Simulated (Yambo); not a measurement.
Optical response of Pb

```
Pb
1.0
    0.00000     2.49476     2.49476
    2.49476     0.00000     2.49476
    2.49476     2.49476     0.00000
Pb
1
Direct
  0.00000   0.00000   0.00000
```

Yambo, RPA with local fields on PBEsol bands; 18×18×18 mesh, 42 bands, 4 Ry local-field block, 0.25 eV broadening; field along x.

```csv
E (eV),Im ε,"Im ε, independent particles"
0.6,6.44,6.56
1.1,7.48,7.75
1.6,16.7,17.5
2.1,20.5,21.8
2.6,16.5,17.6
3.1,10.9,11.7
3.6,6.99,7.44
4.1,4.47,4.83
4.6,2.45,2.66
5.1,1.48,1.66
5.6,1.04,1.21
6.1,0.79,0.98
6.6,0.64,0.85
7.1,0.69,1.00
7.6,0.75,1.19
8.1,0.75,1.21
8.6,0.76,1.23
9.1,0.73,1.18
9.6,0.61,0.96
10.1,0.50,0.80
10.6,0.46,0.74
11.1,0.41,0.64
11.6,0.32,0.53
12.1,0.26,0.44
12.6,0.26,0.43
13.1,0.21,0.37
13.6,0.17,0.32
14.1,0.14,0.27
14.6,0.15,0.27
15.1,0.13,0.24
15.6,0.11,0.22
16.1,0.10,0.23
16.6,0.14,0.35
17.1,0.24,0.62
17.6,0.32,0.79
18.1,0.32,0.82
18.6,0.36,0.92
19.1,0.41,0.98
19.6,0.41,0.93
```

Only interband transitions are included: the Drude term is missing, so nothing below about 0.6 eV and no real part is shown. Structure narrower than a few tenths of an eV can come from the finite k mesh.

Spin-orbit coupling is left out; for elements this heavy it splits bands near the Fermi level.

Geometry of the Materials Project entry, not relaxed at this level.
